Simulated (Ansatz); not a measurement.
Kesterite Ag2MgSnSe4, relaxed with r2SCAN. It is tetragonal, I-4 (No. 82); conventional cell a = 6.101 Å, c = 11.783 Å, 27.41 Å³ an atom. Ag has 4 Se at 2.67 Å; Ag has 4 Se at 2.65 Å; Mg has 4 Se at 2.58 Å; Sn has 4 Se at 2.56 Å; Se has 1 Sn at 2.56 Å and 1 Mg at 2.58 Å and 2 Ag at 2.65–2.67 Å.

```
Ag Mg Sn Se
1.0
    -3.05048    3.05048    5.89169
     3.05048   -3.05048    5.89169
     3.05048    3.05048   -5.89169
Ag Mg Sn Se
2 1 1 4
Direct
  0.00000 0.00000 0.00000
  0.75000 0.25000 0.50000
  0.25000 0.75000 0.50000
  0.50000 0.50000 0.00000
  0.13795 0.62160 0.01005
  0.37840 0.38845 0.51635
  0.61155 0.12790 0.98995
  0.87210 0.86205 0.48365
```

The questions ask for values computed with Ansatz 0.2.0 on this geometry. No magnetic order and no zero-point or thermal motion; the cell was built from a prototype and may be hypothetical.

Given (6×6×6 mesh): With PBE the gap is 0.36 eV and direct, at Γ.

Problem. What does PBE+SOC give for the gap (6×6×6 mesh)?

Solution. PBE+SOC gives a direct gap of 0.32 eV at Γ. The gap differs by -0.04 eV from PBE's.

Problem. How does the gap change from PBE to r2SCAN (6×6×6)?

Solution. The r2SCAN gap is direct at Γ: 0.76 eV. The gap differs by +0.40 eV from PBE's.

Problem. Estimate the gap with HSE06 on 4×4×4.

Solution. The HSE06 gap is direct at Γ: 1.30 eV. The gap differs by +0.94 eV from PBE's.

Only the levels marked +SOC include spin-orbit coupling.
